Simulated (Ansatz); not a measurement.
Input and command of a plane-wave DFT calculation in Ansatz:

```yaml
crystal:
  lattice:
    - [3.7875142663, 0.0, 0.0]
    - [-1.8937571331, 3.2800835718, 0.0]
    - [0.0, 0.0, 5.6397972828]
  atoms:
    - { symbol: Mn, position: [0.0, 0.0, 0.0], spin: 3.14 }
    - { symbol: Mn, position: [0.0, 0.0, 0.5], spin: 3.14 }
    - { symbol: As, position: [0.3333333333, 0.6666666667, 0.25], spin: -0.12 }
    - { symbol: As, position: [0.6666666667, 0.3333333333, 0.75], spin: -0.12 }
basis:
  ecutwfc: 420
kpoints:
  mp_grid: { grid: [12, 12, 8] }
hamiltonian:
  xc: pbe
scf:
  occupations: { method: gaussian, width: 0.1 }
output:
  forces: true
  stress: true
  eigenvalues: true
  populations: true
magnetization:
  spin_polarized: true
relax:
  adjacent_minimum: "off"
  f_tol: 0.01
  max_steps: 30
  cell: { stress_tol: 0.1, fix: [volume] }
```

```bash
ansatz run input.yaml --threads 1 --pin off --max-ram 2560MiB --backend cpu --events-out ev --progress --plain --runs-dir out
```

Processor: Arm Neoverse V2, 1 thread, on a host shared with other jobs.

Problem. How long does it run, and how much memory does it take?

Solution. About 82 s on 1 thread of Arm Neoverse V2, with other jobs on the host, peak memory 0.64 GiB. It solves 40 bands at 95 k points (the mesh reduced by symmetry) with about 1387 plane waves, in 25 SCF iterations over 3 ionic steps.
